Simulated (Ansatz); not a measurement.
A geometry of SnO2 away from equilibrium: step 26 of the relaxation of a generated trial cell of SnO2 in the cotunnite structure type. Computed with r2SCAN (plane waves to 500 eV, PAW, scalar-relativistic; Ansatz, an electronic-structure program). Γ-centred k-mesh 4×6×3 on the run's cell (coarser than for final values), Fermi–Dirac smearing 0.05 eV.

```
CELL_PARAMETERS angstrom
      4.09920     0.00000     0.00000
      0.00000     4.04096     0.00000
      0.00000     0.00000     9.40264
ATOMIC_POSITIONS crystal
  Sn 0.49997 0.25000 0.62587
  Sn 0.99997 0.25000 0.87413
  Sn 0.50003 0.75000 0.37413
  Sn 0.00003 0.75000 0.12587
  O  0.49997 0.25000 0.83938
  O  0.99997 0.25000 0.66062
  O  0.50003 0.75000 0.16062
  O  0.00003 0.75000 0.33938
  O  0.50001 0.25000 0.41162
  O  0.00001 0.25000 0.08838
  O  0.49999 0.75000 0.58838
  O  0.99999 0.75000 0.91162
```

Question: Which atoms carry the largest force, and which way does it point?

Answer: 0.12 eV/Å, on O9, O10, O11, O12 (atoms numbered as listed); on O9 its components are (0.00, 0.00, -0.12).

Question: What is the pressure?

Answer: +6.3 GPa, compression positive.

Question: How much energy per atom can still be gained by relaxing?

Answer: 0.04 eV/atom; the path ends in I4₁/amd (No. 141) (anatase type).

No spin polarisation in the result.

The run could not lose the symmetry of its start.

The first start was generated by placing the elements on the sites of a structure type. Materials Project lists a structure of SnO2 in the same space group, I4₁/amd (No. 141); the sites were not compared with it, nor with measured phases. Known forms of SnO2 include space group No. 136.
